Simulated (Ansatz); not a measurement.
Is this BaAg2F6 structure a true minimum?

The cell was found from a structure generator's guess, not taken from experiment.

Level of theory: DFT PBE, scalar-relativistic, plane waves, PAW in Ansatz 0.2.0. Settings: cutoff 420 eV, Γ-centred mesh 8×8×8 on the computed 9-atom cell, Gaussian smearing of 0.10 eV; no spin polarisation.

The cell below (9 atoms, space group P1 (No. 1)) is relaxed within its symmetry.

```yaml
crystal:
  lattice:
    - [6.08647, 0.00000, 0.00000]
    - [3.01577, 5.34547, 0.00000]
    - [3.03731, 1.67818, 5.09778]
  atoms:
    - { symbol: Ba, position: [0.49149, 0.47964, 0.52025] }
    - { symbol: Ag, position: [0.24847, 0.25132, 0.24987] }
    - { symbol: Ag, position: [0.75224, 0.74966, 0.74856] }
    - { symbol: F, position: [0.54201, 0.06107, 0.42907] }
    - { symbol: F, position: [0.92663, 0.46371, 0.10140] }
    - { symbol: F, position: [0.46942, 0.55732, 0.92611] }
    - { symbol: F, position: [0.49006, 0.04471, 0.95160] }
    - { symbol: F, position: [0.06007, 0.91644, 0.54643] }
    - { symbol: F, position: [0.01962, 0.47614, 0.52671] }
```

For the test it was strained at random (σ = 1.5 % a component), the atoms were moved at random (σ = 0.05 Å), and all was relaxed again on a coarse 4×4×4 mesh (in the run’s order of axes) with 0.20 eV smearing, with no symmetry imposed.

**Question.** Does it come back?

**Answer.** It returns, within 1 meV/atom of the unmoved cell on that mesh and with the same symmetry when read at 0.1 Å. No instability shows in this cell; modes of other wave vectors, which need another repeat, aren't tested.
